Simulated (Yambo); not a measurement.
G0W0@PBEsol for Y2CI2 (space group P-3m1, No. 164) in Yambo. Reference settings: 3×3×1 Γ-centred k mesh, bands 3 to 260 and a 8 Ry block in the screening, 260 bands in G with the Bruneval-Gonze terminator, plasmon pole fitted at 27.2 eV. The PBEsol gap Γ → (0, 0.333, 0) on this mesh is 0.73 eV; G0W0 gaps are taken between the same points.

With and without the terminator, as bands are cut:

| bands in G (in W) | gap, terminator (eV) | gap, none (eV) | valence shift, terminator (eV) | valence shift, none (eV) |
|---|---|---|---|---|
| 92 (260) | 1.599 | 1.526 | -0.452 | 0.000 |
| 163 (260) | 1.598 | 1.556 | -0.498 | -0.286 |
| 260 (260) | 1.596 | 1.571 | -0.510 | -0.419 |

Over this range the gap spans 0.003 eV with the terminator and 0.045 eV without, the valence shift 0.058 eV and 0.419 eV. Neither column has reached its limit for certain.

Spin-orbit coupling is not included.

Geometry relaxed with PBE+D3(BJ); primitive cell a = b = 3.8297 Å, c = 10.3698 Å, α = β = 90.00°, γ = 120.00°.

The structure is a Materials Project entry; no match was found in the copy of COD used, and its stability was not checked.

A shift is the quasiparticle energy of the state minus its PBEsol energy.
